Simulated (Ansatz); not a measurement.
Consider a crystal of In₃As in space group I4/mmm (No. 139), with In on 2b and 4d; As on 2a.

Computed with Ansatz 0.2.0, DFT PBE, scalar-relativistic, plane waves, PAW. Cutoff 420 eV, Γ-centred mesh, Gaussian smearing, no spin polarisation.

Formation energies are uncorrected and refer to the elements' standard structures at the same level.

Q: Predict the relaxed structure.

A:

Space group I4/mmm (No. 139). a = 5.556 Å, b = 5.556 Å, c = 6.639 Å, α = 90.00°, β = 90.00°, γ = 90.00°
```csv
atom,site,symmetry,x,y,z
In,2b,4/mmm,0.0000,0.0000,0.5000
In,4d,-4m2,0.0000,0.5000,0.2500
As,2a,4/mmm,0.0000,0.0000,0.0000
```

Around In on a site of symmetry 4/mmm lie 8 In at 3.24 Å, 2 As at 3.32 Å and 4 As at 3.93 Å; around In on a site of symmetry -4m2 lie 4 As at 3.24 Å, 6 In at 3.24–3.32 Å and 4 In at 3.93 Å; As is surrounded by 10 In at 3.24–3.32 Å and 4 In at 3.93 Å. Another local minimum with the same sites may exist.

Q: And its energy and gap?

A: The energy over the elements is +0.09 eV/atom. The gap on the 12×12×12 mesh of the 4-atom cell is 0 eV (a metal). A positive value: parting into the elements would lower its energy.

The last run used Gaussian smearing of 0.10 eV. The reference form of As is held partly by dispersion forces, which this level lacks. Symmetry constrained the relaxation, so the result can be a saddle point. Another cell of In3As relaxed alike, in Pm-3m (a Materials Project cell), lies 15 meV/atom lower, so this cell isn't the stable form at this level.
